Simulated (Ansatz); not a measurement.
## Is this Nb2Te structure a true minimum?

It was reached by relaxing an invented guess, and it needn't be the stable form of this composition.

All numbers below come from DFT PBE, scalar-relativistic, plane waves, PAW in Ansatz. Cutoff 420 eV; k points 18×18×8 on the computed 3-atom cell (Γ-centred); Gaussian smearing, width 0.10 eV; no spin polarisation.

The cell below (3 atoms, space group P-6m2 (No. 187)) is relaxed within its symmetry.

```
CELL_PARAMETERS angstrom
3.25115 0.00000 0.00000
-1.62557 2.81558 0.00000
0.00000 0.00000 6.88625
ATOMIC_POSITIONS crystal
Nb 0.66667 0.33333 0.69125
Nb 0.66667 0.33333 0.30875
Te 0.00000 0.00000 0.00000
```

For the test a repeat of it with 6 atoms (edges 3.25, 5.63, 6.89 Å) was strained at random (σ = 1.5 % a component), the atoms were moved at random (σ = 0.05 Å), and all was relaxed again on a coarse 6×4×4 mesh (in the run’s order of axes) with 0.20 eV smearing, with no symmetry imposed.

These runs have no spin–orbit coupling, which can matter for Te.

Question: Does it come back?

Answer: It doesn't return. The energy falls by 430 meV/atom on that mesh, the volume changes by -2.0 %, and the end has space group Fmm2 (No. 42) at a loose tolerance. Relaxed again on a 16×16×16 mesh with 0.10 eV smearing, the new structure lies 443 meV/atom below the first (mesh in the axes of the run's cell; the cell below is made exact in the group named). Space group Fmm2 (No. 42), orthorhombic, a = 3.474 Å, b = 12.494 Å, c = 5.701 Å. Nb has 2 Nb at 2.74 Å, 3 Te at 2.82–2.85 Å and 8 Nb at 3.34–3.55 Å; Te has 6 Nb at 2.82–2.85 Å and 6 Te at 3.34–3.47 Å.

```cif
data_structure
_symmetry_space_group_name_H-M 'Fmm2'
_symmetry_Int_Tables_number 42
_cell_length_a 3.4738
_cell_length_b 12.4944
_cell_length_c 5.7013
_cell_angle_alpha 90.000
_cell_angle_beta 90.000
_cell_angle_gamma 90.000
_cell_volume 247.45
loop_
_atom_site_label
_atom_site_type_symbol
_atom_site_symmetry_multiplicity
_atom_site_Wyckoff_symbol
_atom_site_fract_x
_atom_site_fract_y
_atom_site_fract_z
_atom_site_occupancy
Nb1 Nb 8 c 0.50000 0.16503 0.16565 1
Te1 Te 4 a 0.50000 0.00000 0.50250 1
```
